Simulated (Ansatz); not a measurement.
Density of states of a Al3Tl2In2Ga5N12 cell (elements on a zinc blende lattice, relaxed), per eV and atom, broadened by Gaussian smearing of width 0.1 eV and averaged over bins of 0.3 eV, from 8 eV under the Fermi level at most up to where the solved bands end.

Computed with Ansatz, DFT PBE, scalar-relativistic, plane waves, PAW.

Cutoff 420 eV; k points 6×6×4 on the computed 24-atom cell (Γ-centred); Gaussian smearing, width 0.02 eV; no spin polarisation.

```
CELL_PARAMETERS angstrom
-4.69879 -4.69847 -0.00431
-0.00308 4.70594 4.72246
-4.69987 4.69521 -4.70871
ATOMIC_POSITIONS crystal
N 0.35552 0.19989 0.90113
N 0.83933 0.19460 0.88151
N 0.65536 0.30269 0.56010
N 0.15963 0.33276 0.58321
N 0.50368 0.50164 0.26072
N 0.98221 0.47158 0.24509
N 0.32441 0.64450 0.91654
N 0.81827 0.63880 0.94142
N 0.64937 0.85056 0.57459
N 0.19325 0.84575 0.60189
N 0.52475 0.01016 0.25510
N 0.98052 0.00387 0.27863
Al 0.82993 0.16900 0.64998
Al 0.66455 0.32689 0.32709
Al 0.65948 0.83336 0.33878
Ga 0.33848 0.17511 0.65998
Ga 0.16483 0.33406 0.33985
Ga 0.49598 0.49924 0.01208
Ga 0.99841 0.49082 0.99888
Ga 0.33124 0.66046 0.67143
In 0.50333 0.00184 0.99071
In 0.16731 0.82646 0.33755
Tl 0.00038 0.01029 0.00272
Tl 0.82098 0.65805 0.66847
```

```
E − E_F (eV) total N 2p Ga 4p N 2s Ga 4s
       -6.80  0.041  0.020  0.003  0.000  0.006
       -6.50  0.228  0.113  0.017  0.005  0.039
       -6.20  0.464  0.232  0.026  0.016  0.092
       -5.90  0.479  0.242  0.023  0.021  0.081
       -5.60  0.465  0.248  0.022  0.023  0.060
       -5.30  0.462  0.255  0.022  0.023  0.034
       -5.00  0.335  0.187  0.016  0.026  0.018
       -4.70  0.212  0.119  0.011  0.021  0.012
       -4.40  0.149  0.084  0.007  0.018  0.008
       -4.10  0.307  0.188  0.029  0.020  0.010
       -3.80  0.397  0.258  0.045  0.012  0.009
       -3.50  0.465  0.312  0.049  0.012  0.009
       -3.20  0.545  0.376  0.052  0.015  0.012
       -2.90  0.643  0.462  0.060  0.014  0.009
       -2.60  0.718  0.537  0.064  0.011  0.007
       -2.30  0.748  0.574  0.056  0.011  0.007
       -2.00  0.697  0.550  0.048  0.007  0.005
       -1.70  0.650  0.528  0.034  0.007  0.004
       -1.40  0.631  0.524  0.023  0.005  0.003
       -1.10  0.612  0.517  0.015  0.004  0.002
       -0.80  0.464  0.401  0.009  0.003  0.001
       -0.50  0.261  0.230  0.003  0.001  0.000
       -0.20  0.025  0.023  0.000  0.000  0.000
        0.10  0.001  0.000  0.000  0.000  0.000
        0.40  0.001  0.000  0.000  0.000  0.000
        0.70  0.001  0.000  0.000  0.000  0.000
        1.00  0.014  0.005  0.000  0.004  0.001
        1.30  0.022  0.009  0.001  0.005  0.001
        1.60  0.021  0.009  0.001  0.004  0.001
        1.90  0.061  0.025  0.003  0.012  0.003
        2.20  0.087  0.037  0.005  0.015  0.003
        2.50  0.125  0.054  0.008  0.020  0.003
        2.80  0.174  0.069  0.013  0.025  0.003
        3.10  0.224  0.066  0.024  0.038  0.009
        3.40  0.277  0.071  0.034  0.050  0.014
        3.70  0.266  0.056  0.039  0.048  0.018
```

The columns after the total are the largest Löwdin projections on the valence shells of the potentials, so they needn't add up, and the weight of a shell that a potential lacks goes to other orbitals. The cell has a gap on the mesh of 0.54 eV.

Spin-orbit coupling is left out, which matters for the bands of heavy elements.

Cost: 2 runs of about 13 core-minutes in all (earlier runs that led there not counted), on Arm Neoverse V1 (shared hosts).